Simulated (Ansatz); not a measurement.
Put LaScCl₆ in Fm-3m (No. 225): La on 4a; Sc on 4b; Cl on 24e.

Theory: DFT PBE, scalar-relativistic, plane waves, PAW in Ansatz 0.2.0. Cutoff 420 eV, Γ-centred mesh, Gaussian smearing, no spin polarisation.

Formation energies are uncorrected and refer to the elements' standard structures at the same level (Cl₂ as a molecule).

**Question.** Which cell and coordinates does it relax to?

**Answer.**

Space group Fm-3m (No. 225). a = 10.572 Å, b = 10.572 Å, c = 10.572 Å, α = 90.00°, β = 90.00°, γ = 90.00°
```csv
atom,site,symmetry,x,y,z
La,4a,m-3m,0.0000,0.0000,0.0000
Sc,4b,m-3m,0.5000,0.0000,0.0000
Cl,24e,4m.m,0.7363,0.0000,0.0000
```

La has 6 Cl at 2.79 Å; Sc has 6 Cl at 2.50 Å; Cl has 1 Sc at 2.50 Å and 1 La at 2.79 Å. Another local minimum with the same sites may exist.

**Question.** Where does its energy lie, and is it a metal?

**Answer.** The energy over the elements is −2.227 eV/atom. The gap on the 4×4×4 mesh of the 8-atom cell is 3.34 eV. It lies below the elements, which doesn't yet make it stable against other compounds or structures.

The last run used Gaussian smearing of 0.02 eV. Kohn–Sham gaps at this level usually fall short of measured ones. A structure relaxed within its symmetry needn't be a true minimum.
